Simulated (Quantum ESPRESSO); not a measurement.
Inputs of pw.x and gipaw.x (a modified build of Quantum ESPRESSO, PBE) for NaF; the starting potential comes from an earlier run on another mesh:

```
&CONTROL
  calculation = 'scf'
  prefix = 'x'
  pseudo_dir = './pseudo'
  outdir = './out'
  tprnfor = .true.
/
&SYSTEM
  ibrav = 0
  nat = 2
  ntyp = 2
  ecutwfc = 60
  ecutrho = 240
  occupations = 'fixed'
  nbnd = 8
/
&ELECTRONS
  conv_thr = 1e-11
  startingpot = 'file'
/
ATOMIC_SPECIES
Na 22.990 Na.GGA_PBE-JTH.UPF
F 18.998 F.GGA_PBE-JTH.UPF
CELL_PARAMETERS angstrom
    0.000000000000     2.285895000000     2.285895000000
    2.285895000000     0.000000000000     2.285895000000
    2.285895000000     2.285895000000     0.000000000000
ATOMIC_POSITIONS crystal
Na     0.000000000000     0.000000000000     0.000000000000
F      0.500000000000     0.500000000000     0.500000000000
K_POINTS automatic
5 5 5 1 1 1
```

```
&INPUTGIPAW
  job = 'nmr'
  prefix = 'x'
  tmp_dir = './out/'
  restart_mode = 'from_scratch'
  pawproj(1) = .true.
  pawproj(2) = .true.
  use_nmr_macroscopic_shape = .false.
/
```

Geometry: a computed entry of the Materials Project; it was not checked against measured cells. It is NaF in Fm-3m. Stability against distortions was not tested.

Problem. Predict the shielding tensors that the run ends with.

Solution. 
```
     f-sum rule (should be   -11.1068):
           -11.1064         -0.0000         -0.0000
            -0.0000        -11.1064          0.0000
            -0.0000          0.0000        -11.1064

     Total NMR chemical shifts in ppm: ---------------------------------------
     (adopting the Simpson convention for anisotropy and asymmetry)-----------

     Atom  1  Na  pos: (  0.000000  0.000000  0.000000)  Total sigma:         533.98
           533.9806         -0.0000         -0.0000
            -0.0000        533.9806          0.0000
             0.0000          0.0000        533.9806

     Na      1    anisotropy:      0.00    eta:    0.0000
     Na      1    sigma_11=    533.98
     Na      1    sigma_22=    533.98
     Na      1    sigma_33=    533.98

     Atom  2  F   pos: (  0.707107  0.707107  0.707107)  Total sigma:         384.78
           384.7804          0.0000         -0.0000
             0.0000        384.7804          0.0000
            -0.0000          0.0000        384.7804

     F       2    anisotropy:      0.00    eta:    0.0000
     F       2    sigma_11=    384.78
     F       2    sigma_22=    384.78
     F       2    sigma_33=    384.78
```
The printed anisotropy is 3/2 (σ_33 − σ_iso) in the program's own order; the axes are left out here. All sites are cubic, so the anisotropy vanishes by symmetry. These are absolute shieldings with no macroscopic susceptibility term; δ = σ_ref − σ needs a reference computed alike. By our sweeps, such settings leave a few ppm in absolute σ. No d partial waves on Na: the paramagnetic term there is incompletely reconstructed.
